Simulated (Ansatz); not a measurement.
The cell is COD entry 9009698, as deposited and not checked against the literature; nothing was relaxed. The listed cell was then made from it by scaling, straining or moving an atom.

InPt₃: DFT, PBEsol, all-electron PAW with datasets made for the crystal, scalar-relativistic (Ansatz 0.2.0). What sets it apart from a plain run of this crystal: volume scaled by 1.02.

Command: `ansatz run input.yaml --threads 1 --pin off --max-ram 4096MiB --backend cpu --events-out ev --progress --plain --runs-dir out` The run took 16 s on 1 thread of Intel(R) Xeon(R) 6975P-C (Granite Rapids), with other jobs on the host, peak memory 0.89 GiB.

```yaml
crystal:
  lattice:
    - [4.0144113657, 0.0, 0.0]
    - [0.0, 4.0144113657, 0.0]
    - [0.0, 0.0, 4.0144113657]
  atoms:
    - { symbol: In, position: [0.0, 0.0, 0.0] }
    - { symbol: Pt, position: [0.5, 0.5, 0.0] }
    - { symbol: Pt, position: [0.0, 0.5, 0.5] }
    - { symbol: Pt, position: [0.5, 0.0, 0.5] }
kpoints:
  mp_grid: { grid: [10, 10, 10] }
scf:
  occupations: { method: fermi_dirac, width: 0.05 }
hamiltonian:
  xc: pbesol
  pseudopotentials: { kind: all_electron, datasets: crystal }
output:
  forces: true
  stress: true
  eigenvalues: true
  efg: { contact_densities: true }
```

Output (standing set-up lines are left out):

```
Crystal: 4 atoms, lattice volume = 64.694 Å³
iter 1 solved again at ethr=1.46e-2 eV; its pass at ethr=1.00e-1 eV (dr2=6.29e0 eV) is discarded
SCF iter   1: F=—  HF=-1662430.900897 eV  |F-HF|=—  |Δ(HF+E_count)|=         —  Δρ=9.97e-2  dr2=6.50e0  ethr=1.46e-2  ⟨swp⟩=2.2  Hψ=7984  notcnv=0
preconditioner: auto → Kerker (q_TF=auto, 2.549 Å⁻¹)  [metal: Δε(μ)=0.038 eV  Ē_g=10.498 eV  σ=0.050 eV  W_gap=0.19  n_scr=18 (ndim 8)  ℏωp=30.3 eV  f_vac=0.000  D(μ)=2.57/eV (n_scr^D=18)]
SCF iter   2: F=—  HF=-1662430.015190 eV  |F-HF|=—  |Δ(HF+E_count)|=   8.86e-1  Δρ=5.32e-2  dr2=1.89e0  ethr=1.46e-2  ⟨swp⟩=2.0  Hψ=3137  notcnv=0  defer=1
SCF iter   3: F=—  HF=-1662429.402884 eV  |F-HF|=—  |Δ(HF+E_count)|=   6.12e-1  Δρ=1.73e-2  dr2=2.22e-1  ethr=4.39e-3  ⟨swp⟩=3.1  Hψ=3871  notcnv=0  defer=2
SCF iter   4: F=—  HF=-1662429.498257 eV  |F-HF|=—  |Δ(HF+E_count)|=   9.54e-2  Δρ=4.99e-3  dr2=2.43e-2  ethr=5.17e-4  ⟨swp⟩=3.1  Hψ=4107  notcnv=0  defer=2
iter 5 solved again at ethr=4.55e-6 eV; its pass at ethr=5.66e-5 eV (dr2=1.96e-3 eV) is discarded
SCF iter   5: F=—  HF=-1662429.499995 eV  |F-HF|=—  |Δ(HF+E_count)|=   1.74e-3  Δρ=1.16e-3  dr2=1.96e-3  ethr=4.55e-6  ⟨swp⟩=2.0  Hψ=6509  notcnv=0
SCF iter   6: F=—  HF=-1662429.499574 eV  |F-HF|=—  |Δ(HF+E_count)|=   4.21e-4  Δρ=5.06e-4  dr2=2.30e-4  ethr=4.55e-6  ⟨swp⟩=3.0  Hψ=3115  notcnv=0
SCF iter   7: F=—  HF=-1662429.499592 eV  |F-HF|=—  |Δ(HF+E_count)|=   1.76e-5  Δρ=2.19e-4  dr2=8.03e-5  ethr=5.35e-7  ⟨swp⟩=3.0  Hψ=2959  notcnv=0
SCF iter   8: F=—  HF=-1662429.499516 eV  |F-HF|=—  |Δ(HF+E_count)|=   7.55e-5  Δρ=5.57e-5  dr2=1.67e-6  ethr=1.87e-7  ⟨swp⟩=3.0  Hψ=3403  notcnv=0
SCF iter   9: F=-1662429.499516 eV  HF=-1662429.499516 eV  |F-HF|=3.19e-8  |Δ(HF+E_count)|=   5.94e-7  Δρ=9.43e-6  dr2=9.30e-8  ethr=3.89e-9  ⟨swp⟩=3.0  Hψ=3113  notcnv=0
SCF 1 converged in 9 iterations: F = -1662429.499554 eV  dr2 = 9.30e-8
  Residual-converged pass: ⟨swp⟩=3.4  Hψ=3722  notcnv=0  max |occ|·‖R‖ = 6.6e-6 eV (tolerance 6.7e-6 eV)  dr2=8.65e-8  dr2_onsite=6.29e-8  max |Δocc| = 7.6e-10
  greatest PAW one-centre occupation: 0.981 electrons in one spin orbital (limit 2), on the In atom at site 0 (counted from 0), in its partial waves of l = 2
SCF converged after 9 iterations
Free energy (F): -1662429.499554 eV
Harris-Foulkes:  -1662429.499554 eV  (|F-HF|=3.19e-8)
Internal energy: -1662429.475603 eV  (E = F + TS)
E sigma→0 (E₀):  -1662429.487578 eV
Entropy (-TS):   -0.023951 eV (-5.988 meV/atom)
Past the cutoff: the bands carry plane waves up to 1.75 times it, of which those up to 1.5 times it add -0.000511 eV an atom, each by itself; the spheres take 0.000512 eV an atom off the energy for waves past 1.75 times it
By the cutoff:   a pressure is off by up to 0.011 GPa (1.2 times the spheres' own share and the shells' term, over an atom's volume, and 0.004 GPa: a bound that held against runs at twice the plane waves)
Past the cutoffs: a stress includes 0.0038 GPa for waves and charges beyond them, in addition to the slope of what the spheres take
In the spheres:  the bands' charges fall short by 2.2e-6 e at most (sound up to 1e-3), those of shells solved beside the bands by 5.0e-7 e (sound up to 5e-4)
Fermi energy:    25.409078 eV
--- Per-component energies (eV) ---
  The terms above E_closure are by the made datasets' own strengths, without shells solved beside the bands.
--- Forces (eV/Å), atoms counted from 1 ---
  atom   1  In    -0.00000000     0.00000000     0.00000000
  atom   2  Pt    -0.00000000     0.00000000     0.00000000
  atom   3  Pt    -0.00000000    -0.00000000     0.00000000
  atom   4  Pt     0.00000000     0.00000000     0.00000000
  max |Σ_I F_I| component: 2.93e-29 eV/Å
--- Stress (GPa, compression-positive) ---
       -3.527271      -0.000000       0.000000
       -0.000000      -3.527271       0.000000
        0.000000       0.000000      -3.527271
  P = ⅓ Tr σ = -3.5273 GPa (-35.273 kbar)
  It holds what live shells' own plane waves past their cutoff add
--- PAW observables at the nuclei: V_zz in 10²¹ V/m², potentials from the cell's mean, atoms counted from 1 ---
  atom   1  In V_zz =    +0.000000   η = 0.0000   by run symmetry: forbidden
            electrostatic potential = -7950.712245 V   contact ρ = 1131257.793443 e/Å³
  atom   2  Pt V_zz =    -9.260571   η = 0.0000   by run symmetry: allowed
            electrostatic potential = -16123.276951 V   contact ρ = 12062152.998531 e/Å³
  atom   3  Pt V_zz =    -9.260571   η = 0.0000   by run symmetry: allowed
            electrostatic potential = -16123.276949 V   contact ρ = 12062152.998502 e/Å³
  atom   4  Pt V_zz =    -9.260571   η = 0.0000   by run symmetry: allowed
            electrostatic potential = -16123.276949 V   contact ρ = 12062152.998501 e/Å³
--- Band table (eV; the first three rows and the last of 56) ---
  k-point 0: bands = ["11.1693", "11.1693", "11.2282", "11.2282", "11.2282", "14.9767", "18.8895", "20.3490", "20.3490", "20.3490", "20.5284", "20.5284", "23.4359", "23.4359", "23.4359", "24.6136", "24.6136", "25.4366", "25.7364", "25.7364", "25.7364", "25.9057", "25.9057", "25.9057", "30.9459"]
  k-point 1: bands = ["11.1756", "11.1825", "11.2297", "11.2339", "11.2339", "15.0955", "18.9637", "20.3672", "20.3928", "20.3928", "20.4603", "20.6166", "23.2583", "23.2583", "23.3925", "24.4451", "24.6065", "25.1698", "25.1698", "25.2626", "25.3315", "25.9060", "26.6590", "26.6590", "31.0018"]
  k-point 2: bands = ["11.1921", "11.2170", "11.2337", "11.2488", "11.2488", "15.4479", "19.1582", "20.2328", "20.4170", "20.5153", "20.5153", "20.8742", "22.8808", "22.8808", "23.2774", "23.8409", "24.5153", "24.5665", "24.5988", "24.5988", "25.0446", "25.9068", "27.6891", "27.6891", "30.5010"]
  k-point 55: bands = ["11.1692", "11.1692", "11.1692", "11.3658", "11.3658", "17.6799", "19.7097", "19.7097", "19.7097", "21.9208", "21.9208", "21.9208", "23.3944", "23.3944", "23.3944", "23.4467", "23.4467", "23.4467", "23.9341", "23.9341", "25.1108", "25.4859", "25.4859", "25.4859", "28.5054"]
```

Spin polarisation is left out, and whether a magnetic state lies lower isn't shown here.
